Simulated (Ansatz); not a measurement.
According to PBEsol (plane waves, PAW; program Ansatz), ScPd3N in the anti-perovskite structure (Pm-3m) relaxes to a = 4.144 Å. Sc has 12 nearest neighbours from 2.93 Å (cuboctahedral); N has 6 nearest neighbours from 2.07 Å (octahedral). Against the elements it lies at -0.27 eV/atom, with no fitted shifts.

Electronic character: metallic (no gap). Gap from PBEsol with spin–orbit coupling: none (metallic).

The bulk modulus is 1820 kbar. The relaxed-ion elastic constants in GPa are C11 = 298, C12 = 124, C44 = 14.1. The elastic constants imply a Debye temperature near 267 K. The highest mode at Γ lies at 403 cm⁻¹.

The start of the workflow was typed in or built on a structure type; neither database checked (COD, Materials Project) lists it. Its standing as an ambient phase is unchecked. The PBEsol relaxation kept the symmetry of its start; phonons show weakly imaginary modes. The run is not spin-polarised. As this level gives no gap, shear constants depend on the k-mesh and smearing (Fermi–Dirac, 0.1 eV here). As this level gives no gap, phonon frequencies hold no LO–TO term and depend on the k-mesh and smearing (Fermi–Dirac, 0.1 eV here). The references are the lowest solids computed at this level, not always the standard phases (solids in place of the gases). Scalar-relativistic: spin–orbit coupling is off unless named, which matters more the heavier the elements.

Potentials: the earlier of the program's two PAW sets. The files were generated under PBE; for other functionals the program regenerates the frozen cores, and for LDA and PBEsol the local potential too.
